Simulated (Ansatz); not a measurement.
Generalised stacking fault of NiSi₂ (fluorite type, space group Fm-3m) on the {100} plane. The cell below holds the perfect crystal with the plane normal along z; tilting its third vector by the shift puts one fault into each cell, between planes 1.36 Å apart, at fixed cell height.

```xyz
9
Lattice="3.8498 0.0000 0.0000 0.0000 3.8498 0.0000 1.9249 1.9249 8.1668" Properties=species:S:1:pos:R:3 pbc="T T T"
Ni     1.7645     1.7645     7.4862
Ni     1.7645     1.7645     2.0417
Ni     3.6894     3.6894     4.7639
Si     3.6894     1.7645     0.6806
Si     1.7645     3.6894     3.4028
Si     3.6894     1.7645     6.1251
Si     1.7645     3.6894     0.6806
Si     3.6894     1.7645     3.4028
Si     1.7645     3.6894     6.1251
```

In-plane vectors a = (3.850, 0.000) Å, b = (0.000, 3.850) Å, area 14.82 Å². The shift is s times the vector a + b (length 5.445 Å), so s = 1 restores the start. The shift is rigid: no atom relaxes. γ = [E(shift) − E(0)] / area.

All values below come from PBE (plane waves to 420 eV, PAW, scalar-relativistic; Ansatz, a first-principles code). k mesh 10×10×10 (Γ-centred), Fermi-Dirac smearing 0.05 eV. Energies are extrapolated to zero smearing. With partly filled bands, the k mesh leaves noise in γ, roughly 0.02 J/m² as judged from a few cases. Faults lie only 8.2 Å apart, and holding the cell height and the atoms raises γ above its relaxed value. NiSi2 is run without spin polarisation. NiSi2 was relaxed with its symmetry unable to fall. The zero of γ is zero shift. The last digit holds for this mesh only.

```csv
s,γ (J/m²)
0.000,0.00
0.083,0.61
0.167,2.05
0.250,2.95
0.333,2.52
0.417,1.61
0.500,1.21
0.583,1.61
0.667,2.52
0.750,2.95
0.833,2.05
0.917,0.61
```

**Question.** Does γ have a local minimum between the ends of the line, and at which s?

**Answer.** s = 0.500.

**Question.** Which barrier is met on the easier way from s = 0 (or 1) to s = 0.500?

**Answer.** 2.95 J/m².

**Question.** By a periodic cubic spline through the points, what shear stress does the steepest rise of γ from s = 0 correspond to?

**Answer.** 33 GPa. A slope of 1 mJ/m² per Å is 0.01 GPa.

(The slope of γ gives the shear force per area between the displaced halves; near zero shift its curvature is an elastic stiffness.)
